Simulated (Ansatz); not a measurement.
AlSiCN:
```
AlSiCN
1.0
    3.09404     0.00000     0.00000
   -1.54702     2.67952     0.00000
    0.00000     0.00000     5.02682
Al Si C N
1 1 1 1
Direct
  0.33333   0.66667   0.50720
  0.66667   0.33333   0.99732
  0.33333   0.66667   0.10845
  0.66667   0.33333   0.63702
```

Tensor components refer to the Cartesian frame of this cell.

Problem. Give the high-frequency dielectric tensor and the Born effective charge tensors of the independent atoms from DFPT, PBEsol in the plane-wave PAW code Ansatz.

Solution. 
ε∞:
```
5.82  0.00  0.00
0.00  5.82  0.00
0.00  0.00  5.86
```
Z* of atom 1 (Al), rows: field, columns: displacement, in e:
```
2.46  0.00  0.00
0.00  2.46  0.00
0.00  0.00  3.09
```
Z* of atom 2 (Si), rows: field, columns: displacement, in e:
```
2.89  0.00  0.00
0.00  2.89  0.00
0.00  0.00  2.64
```
Z* of atom 3 (C), rows: field, columns: displacement, in e:
```
-2.91   0.00   0.00
 0.00  -2.91   0.00
 0.00   0.00  -2.38
```
Z* of atom 4 (N), rows: field, columns: displacement, in e:
```
-2.45   0.00   0.00
 0.00  -2.45   0.00
 0.00   0.00  -3.35
```

Space group P3m1. The first step of the workflow began from a Materials Project structure, measured or hypothetical; the Crystallography Open Database copy checked does not list it. Whether it is the stable phase at ambient conditions was not checked. The PBEsol relaxation kept the symmetry of its start; its stability against distortions is not shown here.

Potentials: the later of the program's two PAW sets.
